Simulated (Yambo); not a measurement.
```xyz
2
Lattice="0.0000 2.6044 2.6044 2.6044 0.0000 2.6044 2.6044 2.6044 0.0000" Properties=species:S:1:pos:R:3 pbc="T T T"
Mg     0.0000     0.0000     0.0000
S      2.6044     2.6044     2.6044
```

MgS (rock salt, space group Fm-3m, No. 225): mean Im ε in 1 eV windows above the direct gap of 5.27 eV, for different electron-hole kernels (Yambo, broadening 0.15 eV, PBE (pw.x of Quantum ESPRESSO, ONCV potentials, without SOC) bands; 10×10×10 mesh, 3 valence and 4 conduction bands, static screening with 19 bands and a 4 Ry block, scissor 1.59 eV, Tamm-Dancoff; field along x).

| window (eV) | independent quasiparticles | RPA (no attraction) | BSE |
|---|---|---|---|
| 5.3 to 6.3 | 1.6 | 1.3 | 13 |
| 6.3 to 7.3 | 7.9 | 5.9 | 12 |
| 7.3 to 8.3 | 13 | 11 | 5.8 |
| 8.3 to 9.3 | 9.5 | 6.2 | 5.6 |
| 9.3 to 10.3 | 7.4 | 5.1 | 4.3 |

This run doesn't resolve bound excitons or single peaks, so only averages are given, and they too depend on the mesh; weight that the attraction moves below the gap isn't listed. All transitions below 10.48 eV are in the band window. The scissor comes from a G0W0 run whose convergence isn't established.

Geometry of the Materials Project entry, not relaxed at this level.
